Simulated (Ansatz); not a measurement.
LuHg:
```xyz
2
Lattice="3.6171 0.0000 0.0000 0.0000 3.6171 0.0000 0.0000 0.0000 3.6171" Properties=species:S:1:pos:R:3 pbc="T T T"
Hg     0.0000     0.0000     0.0000
Lu     1.8086     1.8086     1.8086
```

Relaxed with r²SCAN.

Q: Give the Bader charges and basin volumes of the independent atoms, the program Ansatz at the r²SCAN level (PAW).

A: 

| atom | Bader charge (e) | Bader volume (Å³) |
|---|---|---|
| Hg1 | -1.60 | 31.1 |
| Lu2 | +1.60 | 16.3 |

Space group Pm-3m (CsCl type). The workflow started from an entry of the Crystallography Open Database (COD). Its standing as an ambient phase is unchecked. The cell was relaxed with r²SCAN under the symmetry of its start; whether a distortion lowers the energy is not shown. Spin–orbit coupling is left out wherever it is not named.

Potentials: the later of the program's two PAW sets.
